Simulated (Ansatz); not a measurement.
The cell is Ga4SbP3, ordered on the zincblende lattice (I-42m) with 8 atoms a cell; cell and atoms were relaxed with r2SCAN. The symmetry is I-42m (No. 121, tetragonal); conventional cell a = 5.622 Å, c = 11.213 Å, 22.15 Å³ an atom. P is surrounded by 4 Ga at 2.40 Å; Ga is surrounded by 3 P at 2.36–2.40 Å and 1 Sb at 2.59 Å; P is surrounded by 4 Ga at 2.36 Å; Sb is surrounded by 4 Ga at 2.59 Å.

```cif
data_structure
_symmetry_space_group_name_H-M 'I-42m'
_symmetry_Int_Tables_number 121
_cell_length_a 5.6218
_cell_length_b 5.6218
_cell_length_c 11.2125
_cell_angle_alpha 90.000
_cell_angle_beta 90.000
_cell_angle_gamma 90.000
_cell_volume 354.37
loop_
_atom_site_label
_atom_site_type_symbol
_atom_site_symmetry_multiplicity
_atom_site_Wyckoff_symbol
_atom_site_fract_x
_atom_site_fract_y
_atom_site_fract_z
_atom_site_occupancy
P1 P 4 d 0.50000 0.00000 0.25000 1
Ga1 Ga 8 i 0.26763 0.73237 0.13130 1
P2 P 2 b 0.50000 0.50000 0.00000 1
Sb1 Sb 2 a 0.00000 0.00000 0.00000 1
```

3 runs of the PAW code Ansatz on this cell differ in the functional (and in the settings that go with it). Levels are in eV from each run's valence top; v1 is the last filled band, c1 the first empty one.

Run A, mean stress 0.0 GPa (compression positive):
```tsv
point	v4	v3	v2	v1	c1	c2
Γ	-2.80	-0.03	0.00	0.00	1.25	1.68
X	-1.50	-1.14	-0.77	-0.64	1.34	1.84
P	-1.71	-1.67	-0.79	-0.79	2.26	2.26
N	-2.40	-2.05	-1.60	-1.02	3.14	3.22
```

Run B, mean stress +0.4 GPa (compression positive):
```tsv
point	v4	v3	v2	v1	c1	c2
Γ	-2.92	-0.04	0.00	0.00	1.61	2.11
X	-1.58	-1.16	-0.79	-0.64	1.75	2.26
P	-1.77	-1.74	-0.81	-0.81	2.72	2.72
N	-2.48	-2.11	-1.67	-1.04	3.66	3.68
```

Run C, mean stress +0.2 GPa (compression positive):
```tsv
point	v4	v3	v2	v1	c1	c2
Γ	-2.97	-0.04	0.00	0.00	2.24	2.75
X	-1.62	-1.18	-0.81	-0.65	2.37	2.88
P	-1.81	-1.77	-0.83	-0.83	3.37	3.37
N	-2.54	-2.17	-1.71	-1.06	4.32	4.34
```

**Question.** Match the runs to r2SCAN, HSE06, PBE0.

**Answer.** A is r2SCAN, B is HSE06, C is PBE0. In order of the gap: r2SCAN 1.25, HSE06 1.61, PBE0 2.24 eV.

The cell comes from a prototype generator: it can be a known phase or a hypothetical one. Spin polarisation is off.

No spin-orbit coupling is included; it can move band edges with weight on the heavy atoms by tenths of an eV.

The stress of a hybrid is loosely converged in these runs.
